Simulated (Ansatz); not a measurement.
Below is a relaxed structure of Na2YScC6N6. The cell was found from a structure generator's guess, not taken from experiment.

Theory: DFT PBE, scalar-relativistic, plane waves, PAW (Ansatz). Cutoff 420 eV, Γ-centred mesh, Gaussian smearing, no spin polarisation.

```xyz
16
Lattice="0.0000 5.8334 5.8334 5.8334 0.0000 5.8334 5.8334 5.8334 0.0000" Properties=species:S:1:pos:R:3 pbc="T T T"
Na    2.9167    2.9167    2.9167
Na    8.7500    8.7500    8.7500
Y     0.0000    0.0000    0.0000
Sc    5.8334    5.8334    5.8334
C     2.4711    5.8334    5.8334
C     5.8334    2.4711    5.8334
C     5.8334    5.8334    2.4711
C     9.1956    5.8334    5.8334
C     5.8334    9.1956    5.8334
C     5.8334    5.8334    9.1956
N     3.6517    5.8334    5.8334
N     5.8334    3.6517    5.8334
N     5.8334    5.8334    3.6517
N     8.0150    5.8334    5.8334
N     5.8334    8.0150    5.8334
N     5.8334    5.8334    8.0150
```

Energies over the elements count from the elements' standard structures at the same level (N₂ as a molecule), with no fitted energy shifts.

Question: Find its symmetry and describe it.

Answer: Fm-3m (No. 225). Conventional cell: a = 11.667 Å. Na has 12 C at 4.15 Å and 12 N at 4.19 Å (long against covalent radii, as for large ions); Y has 6 C at 2.47 Å; around Sc lie 6 N at 2.18 Å; C has 1 N at 1.18 Å, 1 Y at 2.47 Å, 1 Sc at 3.36 Å, 4 C at 3.49 Å, 4 N at 4.01 Å and 4 Na at 4.15 Å; N is surrounded by 1 C at 1.18 Å, 1 Sc at 2.18 Å, 4 N at 3.09 Å, 1 Y at 3.65 Å, 4 C at 4.01 Å and 4 Na at 4.19 Å.

Question: How far does it lie from the elements in energy?

Answer: −0.10 eV/atom. It lies below the elements, which doesn't yet make it stable against other compounds or structures.

Question: Is it a metal?

Answer: Yes, bands cross the Fermi level on the 6×6×6 mesh.

Question: From what recipe could a structure generator have reached it?

Answer: One such recipe: cyanide-bridged rock-salt net of two metals, 2 guest cations a cell (Fm-3m, No. 225). Other recipes can lead to the same cell.

The last run used a 6×6×6 mesh for its 16-atom cell and Gaussian smearing of 0.10 eV. The reference form of C is held partly by dispersion forces, which this level lacks. A structure relaxed within its symmetry needn't be a true minimum.
